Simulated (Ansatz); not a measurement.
## H2Os: start and end of a relaxation

Recipe of this trial structure of H2Os: random cell by space group and Wyckoff sites (P4/mmm, No. 123). Its size is a rough estimate.

start.cif

```cif
data_structure
_symmetry_space_group_name_H-M 'P4/mmm'
_symmetry_Int_Tables_number 123
_cell_length_a 2.7394
_cell_length_b 2.7394
_cell_length_c 3.9851
_cell_angle_alpha 90.000
_cell_angle_beta 90.000
_cell_angle_gamma 90.000
_cell_volume 29.91
loop_
_atom_site_label
_atom_site_type_symbol
_atom_site_symmetry_multiplicity
_atom_site_Wyckoff_symbol
_atom_site_fract_x
_atom_site_fract_y
_atom_site_fract_z
_atom_site_occupancy
H1 H 2 h 0.50000 0.50000 0.29576 1
Os1 Os 1 c 0.50000 0.50000 0.00000 1
```

Level of theory: DFT PBE, scalar-relativistic, plane waves, PAW in Ansatz 0.2.0. Cutoff 420 eV, Gaussian smearing, Γ-centred meshes. Cell and atoms relax first on a coarse mesh and then on a finer one. In between, the cell is made exact in the group found at 0.06 Å. In metals the finer mesh still leaves noise of several meV/atom or more. The steps can't lower the symmetry of their start. No spin polarisation.

end.cif

```cif
data_structure
_symmetry_space_group_name_H-M 'P4/mmm'
_symmetry_Int_Tables_number 123
_cell_length_a 2.4918
_cell_length_b 2.4918
_cell_length_c 4.6023
_cell_angle_alpha 90.000
_cell_angle_beta 90.000
_cell_angle_gamma 90.000
_cell_volume 28.58
loop_
_atom_site_label
_atom_site_type_symbol
_atom_site_symmetry_multiplicity
_atom_site_Wyckoff_symbol
_atom_site_fract_x
_atom_site_fract_y
_atom_site_fract_z
_atom_site_occupancy
H1 H 2 h 0.50000 0.50000 0.39503 1
Os1 Os 1 c 0.50000 0.50000 0.00000 1
```

The symmetry stays P4/mmm (No. 123). The volume per atom shrinks by 4.4 %, from 10.0 to 9.5 Å³. The shortest distance goes from 1.18 Å (H–Os) to 0.97 Å (H–H). The ratio c/a of the conventional cell changes by a factor of 1.27. The energy falls by about 3.3 eV/atom (the start's value is from the coarse mesh).

* Volume per atom: 9.53 Å³
* Density: 11.17 g/cm³
* Formation energy: +0.76 eV/atom
* Gap on the 18×18×10 mesh of the 3-atom cell: 0 eV (a metal)

The zero of energy is the elements' standard structures at the same level (H₂ as a molecule); no fitted shifts are applied. The separate elements lie lower, so it is unstable against them.

The last run used Gaussian smearing of 0.10 eV. Spin–orbit coupling, which can matter for Os, is left out. With hydrogen, zero-point motion can shift formation energies by some tens of meV/atom. A structure relaxed within its symmetry needn't be a true minimum. In all, the 3 runs took 33 s on 1 thread of Arm Neoverse V2 (shared host).
